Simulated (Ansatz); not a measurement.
The calculation used DFT PBE, scalar-relativistic, plane waves, PAW (Ansatz). Settings: cutoff 420 eV, Γ-centred meshes spaced at most about 0.3 Å⁻¹, and about 0.25 Å⁻¹ or finer for metals (2π included), Gaussian smearing. No spin polarisation in the final relaxations.

Each of these unrelaxed guesses is relaxed in cell and atoms within its symmetry. A guess keeps its type if space group and coordination stay and the shape of the cell changes little (axis ratios within about 15 %, angles within 6°); the volume may change.

1. NiHgP (collinear spin from parallel moments)

```
CELL_PARAMETERS angstrom
3.73955 0.00000 0.00000
0.00000 3.73955 0.00000
0.00000 0.00000 3.81644
ATOMIC_POSITIONS crystal
Ni 0.50000 0.50000 0.50000
Hg 0.00000 0.00000 0.00000
P 0.50000 0.50000 0.00000
```

2. NaWSe3

```
CELL_PARAMETERS angstrom
2.80028 -3.56361 0.00000
2.80028 3.56361 0.00000
0.00000 0.00000 5.91181
ATOMIC_POSITIONS crystal
Na 0.50000 0.50000 0.50000
W 0.00000 0.00000 0.00000
Se 0.65930 0.34070 0.00000
Se 0.34070 0.65930 0.00000
Se 0.00000 0.00000 0.50000
```

3. LiGeH3

```
CELL_PARAMETERS angstrom
3.42709 0.00000 0.00000
0.00000 3.42709 0.00000
0.00000 0.00000 4.56007
ATOMIC_POSITIONS crystal
Li 0.50000 0.50000 0.69954
Ge 0.00000 0.00000 0.96870
H 0.50000 0.00000 0.19547
H 0.00000 0.50000 0.19547
H 0.00000 0.00000 0.54903
```

4. CuSi

```
CELL_PARAMETERS angstrom
2.79491 0.00000 0.00000
-1.39746 2.42047 0.00000
0.00000 0.00000 4.56410
ATOMIC_POSITIONS crystal
Si 0.33333 0.66667 0.00000
Cu 0.66667 0.33333 0.50000
```

**Question.** Which keep their type?

**Answer.** Guesses 1 and 4 keep their type.

```tsv
guess	kept	start group	end group	V start (Å³/atom)	V end	b/a and c/a, end over start	nearest neighbours start	nearest neighbours end
1	yes	P4/mmm	P4/mmm	17.8	20.8	1.00, 1.07	Hg 4, Ni 2, P 2	Hg 4, Ni 2, P 2
2	no	Cmmm	Cmmm	23.6	21.3	1.24, 0.90	Na 6, Se 2/4, W 2	Na 6, Se 4/8, W 4
3	no	P4mm	P4mm	10.7	16.7	1.00, 1.01	Ge 5, H 1/2, Li 16	Ge 1, H 1/4, Li 4
4	yes	P-6m2	P-6m2	15.4	13.2	1.00, 0.89	Cu 12, Si 12	Cu 12, Si 12
```

Neighbours count within 15 % of an atom's shortest distance; end groups are read at 0.02 Å (0.05 Å in metals).

Weakly bound directions are ill-defined at this level, which has no dispersion term (LiGeH3 P4mm). These runs have no spin–orbit coupling, which can matter for Hg and W. In NaWSe3 Cmmm an odd number of electrons in the primitive cell allows no gap without spin; a larger cell or a magnetic state could open one. A magnetic state wasn't ruled out in cells without spin, among them NaWSe3 Cmmm, CuSi P-6m2. Trial moments died out on the coarse mesh in NiHgP P4/mmm; another magnetic start might hold. Cells relaxed within their symmetry can be saddle points.

In counts of neighbours, a slash parts the counts of unlike sites.
